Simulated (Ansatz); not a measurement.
Zone-centre phonons of NbReSi: input and output

The calculation used DFT LDA, scalar-relativistic, plane waves, PAW in Ansatz 0.2.0.

Launched with:
```bash
ansatz run input.yaml --threads 2 --pin off --max-ram 6144MiB --backend cpu --events-out ev --progress --plain --runs-dir out
```

Input (bare energies are in eV):
```yaml
crystal:
  lattice:
    - [6.7850193392, 0.0, 0.0]
    - [-3.3925096696, 5.8759991129, 0.0]
    - [0.0, 0.0, 3.2560880541]
  atoms:
    - { symbol: Nb, position: [0.4017372882, 0.4017372882, 0.5] }
    - { symbol: Nb, position: [0.5982627118, 0.0, 0.5] }
    - { symbol: Nb, position: [0.0, 0.5982627118, 0.5] }
    - { symbol: Si, position: [0.6666666667, 0.3333333333, 0.0] }
    - { symbol: Si, position: [0.3333333333, 0.6666666667, 0.0] }
    - { symbol: Si, position: [0.0, 0.0, 0.5] }
    - { symbol: Re, position: [0.7407491597, 0.7407491597, 0.0] }
    - { symbol: Re, position: [0.2592508403, 0.0, 0.0] }
    - { symbol: Re, position: [0.0, 0.2592508403, 0.0] }
basis:
  ecutwfc: 420
kpoints:
  mp_grid: { grid: [6, 6, 12] }
hamiltonian:
  xc: lda
scf:
  occupations: { method: fermi_dirac, width: 0.15 }
output:
  eigenvalues: true
phonons:
  method: dfpt
  eigenvectors: true
```

Results section of the output:
```
--- Phonons (Γ-DFPT): 8 representative perturbations + reference, on 140 of 432 k-points (Σ response iterations 26) ---
  k mesh reduced under 2 symmetry operations, with k and −k counted as one. Each operation leaves every solved displacement unchanged or reverses it
  ASR residual: 1.192e-3 → 0.000e0 eV/Å²; symmetrization residual: 5.716e-6 eV/Å²
  ASR residual per site (eV/Å²): 1.17e-3 1.19e-3 1.17e-3 2.26e-5 2.26e-5 1.63e-5 1.03e-3 1.03e-3 1.03e-3
  Γ frequencies (cm⁻¹): 0.00 0.00 0.00 96.85 96.85 118.08 128.17 139.72 139.72 149.87 149.87 165.28 171.68 171.68 183.27 202.79 202.79 221.09 322.21 349.32 388.59 388.59 398.09 398.09 441.38 441.38 474.12
  non-analytic LO–TO correction: not included (Born effective charges unavailable; polar crystals: no LO–TO splitting at Γ)
```

The run took 8.4 min on 2 threads of Intel(R) Xeon(R) Platinum 8488C (Sapphire Rapids), on a shared host, peak memory 3.3 GiB.

In a metal, frequencies and elastic constants depend on the k mesh and the smearing, soft modes and shear constants most. Spin–orbit coupling is left out, which can shift energies with elements as heavy as these.